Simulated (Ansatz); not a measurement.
Relaxed PtS2 (CdI2 type):

```
PtS2
1.0
    3.55931     0.00000     0.00000
   -1.77966     3.08245     0.00000
    0.00000     0.00000     4.38472
Pt S
1 2
Cartesian
  0.00000   0.00000   0.00000
  1.77966   1.02748   1.18905
  0.00000   2.05497   3.19568
```

In each cell atom 2 (S, nearest neighbour Pt at 2.374 Å; its periodic images, 3.6 Å or more away, move with it) moves by s·(0.577, 0.577, 0.577) (along Cartesian [111]), the rest being held.

The numbers are results of PBEsol-D3(BJ) (plane waves to 420 eV, PAW, scalar-relativistic; Ansatz, a quantum-chemistry and plane-wave program), not measurements. k mesh 12×12×9 (Γ-centred), Fermi-Dirac smearing 0.05 eV. The energy includes the smearing's −TS. With partly filled bands, energies and forces of such displacements shift with the k mesh and the smearing. PtS2 is run without spin polarisation. PtS2 was relaxed with its symmetry unable to fall. Spin-orbit coupling is left out, though Pt is heavy. ΔE is measured from the undisplaced structure. The last digit holds for this mesh only.

```
s (Å)   ΔE (meV/cell)
------  -------------
-0.240          402.0
-0.192          242.6
-0.144          128.8
-0.096           54.0
-0.048           12.7
0.000             0.0
0.048            11.4
0.096            42.9
0.144            90.2
0.192           149.5
0.240           216.4
```

Problem. What force constant k = d²E/ds² at s = 0 does the table give?

Solution. 10 eV/Å². It is the second difference of the nearest points, corrected with the next pair.

Problem. With k = 10.48 eV/Å² from the forces, is the well harmonic out to s = 0.240 Å?

Solution. ½ks² = 302 meV/cell against the computed 216 meV/cell, so the well is softer than harmonic there.

(A displaced cell: forces are minus the slopes of the energy, force constants its curvatures, and phonons follow from these.)
